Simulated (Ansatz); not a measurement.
Cs₂ScAgCl₆:
```
Cs2ScAgCl6
1.0
    0.00000     5.27925     5.27925
    5.27925     0.00000     5.27925
    5.27925     5.27925     0.00000
Cs Sc Ag Cl
2 1 1 6
Direct
  0.75000   0.75000   0.75000
  0.25000   0.25000   0.25000
  0.00000   0.00000   0.00000
  0.50000   0.50000   0.50000
  0.76360   0.23640   0.23640
  0.23640   0.76360   0.76360
  0.23640   0.76360   0.23640
  0.76360   0.23640   0.76360
  0.23640   0.23640   0.76360
  0.76360   0.76360   0.23640
```

Relaxed with HSE06. Special points in fractions of this cell's reciprocal vectors: Γ (0.000, 0.000, 0.000); X (0.500, 0.000, 0.500); U (0.625, 0.250, 0.625); K (0.375, 0.375, 0.750); L (0.500, 0.500, 0.500); W (0.500, 0.250, 0.750).

**Question.** List the band energies nearest the valence-band maximum at these points for plane-wave PAW HSE06 (Ansatz code).

**Answer.** In eV from the valence-band maximum; about four levels below and three above (degenerate sets whole), none deeper than 8.9 eV; points with the same levels are listed once.

```json
[
 {"k": "Γ", "below": "-0.54 -0.54 -0.52 -0.52 -0.52", "above": "5.11 5.11 5.11"},
 {"k": "X", "below": "-0.65 -0.65 -0.54 -0.53", "above": "4.96 5.11 5.36 5.36"},
 {"k": "U", "below": "-0.66 -0.64 -0.58 -0.23", "above": "5.13 5.24 5.30"},
 {"k": "L", "below": "-0.80 -0.80 -0.74 0.00 0.00", "above": "5.12 5.20 5.20"},
 {"k": "W", "below": "-0.67 -0.67 -0.66 -0.19", "above": "5.21 5.21 5.26"}
]
```

Space group Fm-3m. The first step of the workflow began from a Materials Project structure, measured or hypothetical; the Crystallography Open Database copy checked does not list it. Whether it is the stable phase at ambient conditions was not checked. The cell was relaxed with HSE06 under the symmetry of its start; its stability against distortions is not shown here. No spin polarisation was allowed. The hybrid was solved on a coarse mesh, the path and, where they were found, the r²SCAN edge points; its band edges are the extreme levels among these. Scalar-relativistic: spin–orbit coupling is off unless named, which matters more the heavier the elements.

Potentials: the later of the program's two PAW sets.
